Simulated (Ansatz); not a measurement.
Method: Ansatz 0.2.0, DFT PBE, scalar-relativistic, plane waves, PAW. Cutoff 420 eV, Γ-centred meshes of about 0.25 Å⁻¹ or finer for metals and 0.3 Å⁻¹ for insulators (2π included), Gaussian smearing. No spin polarisation.

Relaxed structures of WC4, with energies over the first row. Coordination counts C atoms around W (those within 1.25 times the shortest such distance or 1.15 times the sum of covalent radii; a plus sign parts nearer from farther groups; the shortest distance is added where it is long for a bond).

| # | form | sites | V (Å³/atom) | coordination | ΔE (meV/atom) |
| --- | --- | --- | --- | --- | --- |
| 1 | P-6m2 | W 1b; C 2i, 2i | 10.2 | W 6 | 0 |
| 2 | Cmmm | W 2c; C 8p | 11.2 | W 8 | 174 |

A further structure, relaxed alike:

```
CELL_PARAMETERS angstrom
2.51106 0.00000 0.00000
-1.25553 2.17464 0.00000
0.00000 0.00000 14.00772
ATOMIC_POSITIONS crystal
W 0.00000 0.00000 0.00000
C 0.66667 0.33333 0.34248
C 0.33333 0.66667 0.34248
C 0.33333 0.66667 0.65752
C 0.66667 0.33333 0.65752
```

**Question.** Where does it fall in the ranking, and at what energy?

**Answer.** It is the lowest, 156 meV/atom below row 1, with space group P6/mmm (No. 191) and 15.3 Å³/atom. Counting C atoms around W, this cell has W 12+12+24 from 5.0 Å and row 1 has W 6. This cell holds C–C nets (shortest 1.45 Å); row 1 holds C–C units of three or more atoms (shortest 1.28 Å). W has 6 W at 2.51 Å; C is surrounded by 3 C at 1.45 Å.

Even the lowest cell shown lies +0.61 eV/atom against the elements' standard structures at this level. Weakly bound directions are ill-defined at this level, which has no dispersion term (P6/mmm), and this can change margins and order among such cells. These runs have no spin–orbit coupling, which can matter for W. With atoms moved at random, the further cell (by 121 meV/atom) fell into a lower structure. Row 1 and row 2 had no clear such test and can be saddle points. Some types were kept out of the candidates beforehand, so the set may lack a known form.
